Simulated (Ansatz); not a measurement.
Task: Each is relaxed and computed with PBE (plane waves, PAW; program Ansatz). Which alone has a direct gap?
A. CdTe, zinc blende
B. SiC, zinc blende
C. BP, zinc blende
D. BN, zinc blende

Result: A, CdTe, zinc blende. CdTe: gap 0.58 eV (direct); SiC: gap 1.37 eV (indirect); BN: gap 4.46 eV (indirect); BP: gap 1.25 eV (indirect). All cells were relaxed under the symmetry of their starts (and spin orders); stability against distortions was not tested throughout. Spin–orbit coupling is left out wherever it is not named.

Potentials: the earlier of the program's two PAW sets.
